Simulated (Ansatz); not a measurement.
## Diamond alloy of Si and Sn (12 of 64 Si sites exchanged), 64 atoms

All numbers below come from DFT, PBEsol, PAW, plane waves in Ansatz.

Command (of this form; memory limits and the device number are left out):

```sh
ansatz run in.yaml --threads 7 --pin off --runs-dir r --events-out ev --progress --plain
```

The input less its lattice and atoms:

```yaml
kpoints:
  mp_grid: { grid: [1, 1, 1], shift: [0.5, 0.5, 0.5] }
hamiltonian:
  xc: pbesol
scf:
  occupations: { method: fermi_dirac, width: 0.01 }
relax:
  f_tol: 0.03
  max_steps: 80
  escape_saddle: false
  adjacent_minimum: "off"
  cell: { fix: [shape] }
output:
  forces: true
  eigenvalues: true
  populations: true
```

Start:

```xyz
64
Lattice="11.2861 0.0000 0.0000 0.0000 11.2861 0.0000 0.0000 0.0000 11.2861" Properties=species:S:1:pos:R:3 pbc="T T T"
Si    0.0111   11.2741   11.2786
Si    0.0028    0.0271    5.6350
Si   11.2662    5.6219    0.0218
Si    0.0134    5.6841    5.6454
Si    5.7086    5.6435    0.0139
Si    5.6575    5.6086    5.6499
Si    1.4328    1.3943    1.4075
Si    1.4159    1.3748    7.0174
Si    1.4164    7.0569    1.4392
Si    1.4115    7.0728    7.0576
Si    7.0768    1.4147    1.4099
Si    7.0357    1.4024    7.0400
Si    7.0916    7.0652    1.4060
Si    7.0620    7.0773    7.0548
Si    2.8234    2.8013    0.0059
Si    2.8282    2.8499    5.6487
Si    2.8128    8.4703    0.0098
Si    2.8188    8.4410    5.6400
Si    8.4879    2.8178    0.0128
Si    8.4656    2.8438    5.6346
Si    8.4635    8.4750    0.0221
Si    8.4894    8.4771    5.6728
Si    4.2162    4.2043    1.4081
Si    4.2352    4.2560    7.0453
Si    4.2759    9.8515    1.4094
Si    4.1933    9.8939    7.0404
Si    9.8532    4.2068    7.0402
Si    9.9060    9.8951    1.4335
Si    9.8887    9.8698    7.0824
Si    2.8269    0.0060    2.8449
Si    2.8301   11.2811    8.4678
Si    2.8131    5.6386    2.8328
Si    8.4476    5.6185    2.8449
Si    8.4663    5.6132    8.4754
Si    4.2011    7.0723    4.2447
Si    4.2313    7.0777    9.8588
Si    9.8602    1.3990    9.8785
Si    9.9002    7.0223    4.2031
Si    9.8684    7.0414    9.9157
Si   11.2479    2.8414    2.8501
Si   11.2607    2.8013    8.4568
Si    0.0074    8.4818    2.8164
Si    5.6227    2.8029    2.8283
Si    5.6700    2.8118    8.4730
Si    5.6269    8.4630    2.8203
Si    5.6460    8.4430    8.4646
Si    1.3916    4.2452    4.2414
Si    1.4076    4.2662    9.8666
Si    1.3928    9.8339    9.8994
Si    7.0746    4.2171    9.8714
Si    7.0076    9.8614    4.2238
Si    7.0662    9.8943    9.8749
Sn    5.6572    0.0108    0.0163
Sn    5.6508    0.0099    5.6472
Sn    9.8669    4.2344    1.4406
Sn    2.8153    5.6218    8.5178
Sn    8.4645   11.2546    2.8153
Sn    8.4596    0.0120    8.4813
Sn    4.1906    1.3702    4.2320
Sn    4.2355    1.4007    9.8925
Sn    9.8843    1.4245    4.2402
Sn    0.0067    8.4431    8.4608
Sn    1.4025    9.8594    4.1988
Sn    7.0498    4.2573    4.2241
```

Steps:

```tsv
step	energy less the first (eV)	largest force component (eV/Å)	pressure (GPa)
start	0.000	2.968	1.67
1	-6.568	0.638	-1.14
2	-7.103	0.122	0.32
3	-7.116	0.015	-0.02
4	-7.116	0.015	-0.02
```

A structure on the way, about -6.57 eV from the start:

```
Si Sn
1.0
    11.34120    0.00000    0.00000
     0.00000   11.34120    0.00000
     0.00000    0.00000   11.34120
Si Sn
52 12
Direct
  0.00280 0.00011 0.00049
  0.00440 0.00041 0.51203
  0.00506 0.50585 0.99680
  0.99879 0.50044 0.49813
  0.50368 0.50024 0.00108
  0.49471 0.50765 0.50661
  0.12468 0.12544 0.12261
  0.12470 0.12645 0.62718
  0.12721 0.62391 0.12498
  0.12549 0.62262 0.61461
  0.62678 0.13589 0.12309
  0.62625 0.13648 0.62736
  0.62487 0.62668 0.12397
  0.62608 0.62577 0.62729
  0.24216 0.25737 0.00675
  0.24215 0.25836 0.50610
  0.25016 0.74895 0.00254
  0.25571 0.74237 0.50320
  0.74688 0.24787 0.99351
  0.75093 0.25645 0.51250
  0.75068 0.74597 0.00166
  0.75088 0.74567 0.50069
  0.37291 0.37854 0.12286
  0.37977 0.37259 0.62008
  0.37149 0.86427 0.13179
  0.36819 0.86554 0.63297
  0.87629 0.37730 0.62851
  0.88246 0.86706 0.11602
  0.87437 0.87335 0.61578
  0.24691 0.99836 0.23667
  0.24189 0.99334 0.74413
  0.24952 0.50060 0.25044
  0.74975 0.51252 0.25044
  0.74908 0.49853 0.75085
  0.37343 0.62336 0.37536
  0.38192 0.63119 0.88209
  0.88210 0.12991 0.88101
  0.87650 0.62491 0.37557
  0.86846 0.61790 0.88120
  0.01349 0.25296 0.25136
  0.99893 0.24982 0.74981
  0.99540 0.74175 0.24246
  0.49771 0.25384 0.23721
  0.50616 0.25943 0.74476
  0.49724 0.74384 0.25043
  0.50038 0.74638 0.75029
  0.12591 0.37978 0.37672
  0.11739 0.37075 0.87978
  0.12977 0.87735 0.88296
  0.62615 0.37682 0.87429
  0.62298 0.85750 0.37498
  0.62710 0.86055 0.87516
  0.50550 0.99132 0.00742
  0.50516 0.99193 0.50835
  0.87612 0.37664 0.12485
  0.25101 0.49856 0.75389
  0.74528 0.98948 0.24272
  0.75161 0.00067 0.75201
  0.36441 0.13195 0.36710
  0.36635 0.13324 0.86721
  0.88291 0.13263 0.38457
  0.00021 0.74762 0.75094
  0.12385 0.87057 0.37310
  0.62250 0.37966 0.37581
```

End:

```xyz
64
Lattice="11.2809 0.0000 0.0000 0.0000 11.2809 0.0000 0.0000 0.0000 11.2809" Properties=species:S:1:pos:R:3 pbc="T T T"
Si    0.0400    0.0270    0.0194
Si    0.0444   11.2737    5.8192
Si    0.0638    5.7143   11.2132
Si   11.2487    5.6207    5.5774
Si    5.6634    5.6648    0.0192
Si    5.5538    5.7389    5.7120
Si    1.4238    1.4052    1.3838
Si    1.3842    1.4114    7.1353
Si    1.4344    7.0220    1.3873
Si    1.4103    6.9882    6.8843
Si    7.0494    1.5484    1.3234
Si    7.0825    1.5896    7.1172
Si    7.0239    7.0748    1.4160
Si    7.0467    7.0391    7.0801
Si    2.7019    2.9307    0.0861
Si    2.7252    2.8988    5.7287
Si    2.8364    8.4543    0.0567
Si    2.9048    8.3481    5.6765
Si    8.4135    2.8150   11.1662
Si    8.4960    2.9365    5.8346
Si    8.4642    8.3587   11.2765
Si    8.4656    8.3731    5.6090
Si    4.1880    4.3222    1.3693
Si    4.2919    4.2081    6.9715
Si    4.1630    9.7222    1.5241
Si    4.1472    9.7104    7.1937
Si    9.9162    4.2912    7.1336
Si    9.9509    9.7482    1.2522
Si    9.8247    9.8499    6.8922
Si    2.7749   11.2416    2.6269
Si    2.7242   11.1972    8.4108
Si    2.8316    5.6628    2.8464
Si    8.4565    5.8345    2.8204
Si    8.4548    5.6441    8.4817
Si    4.2250    7.0187    4.2474
Si    4.3134    7.1185    9.9907
Si    9.9613    1.4617    9.9572
Si    9.8741    7.0507    4.2141
Si    9.7916    6.9509    9.9352
Si    0.2300    2.8346    2.8493
Si   11.2790    2.8268    8.5212
Si   11.2191    8.3399    2.7143
Si    5.6270    2.9200    2.6034
Si    5.7116    2.9890    8.3699
Si    5.5875    8.3543    2.8508
Si    5.6486    8.3857    8.5065
Si    1.4495    4.2808    4.2570
Si    1.3070    4.1866    9.9543
Si    1.4809    9.9390    9.9751
Si    7.0434    4.2877    9.8412
Si    7.0311    9.6267    4.2191
Si    7.0926    9.6410    9.8655
Sn    5.6555   11.1480    0.0391
Sn    5.6789   11.1949    5.7397
Sn    9.9033    4.2585    1.4182
Sn    2.8433    5.6118    8.5051
Sn    8.4356   11.1968    2.7425
Sn    8.4847   11.2756    8.4977
Sn    4.1371    1.4886    4.1063
Sn    4.1462    1.5296    9.7671
Sn    9.9725    1.4991    4.3584
Sn   11.2657    8.4464    8.4602
Sn    1.4023    9.8293    4.2206
Sn    7.0316    4.3082    4.2416
```

The run converged.

Time: 36 s of wall time on 7 threads of a Neoverse-V2 processor, on a host shared with other runs; peak host memory 2.6 GiB.

Question: How much energy did the relaxation gain, and which atom moved most?

Answer: 7.12 eV in 4 steps, from a start with small random displacements; atom 40 (Si) moved 0.27 Å, the median atom 0.14 Å (drift of the whole cell removed).
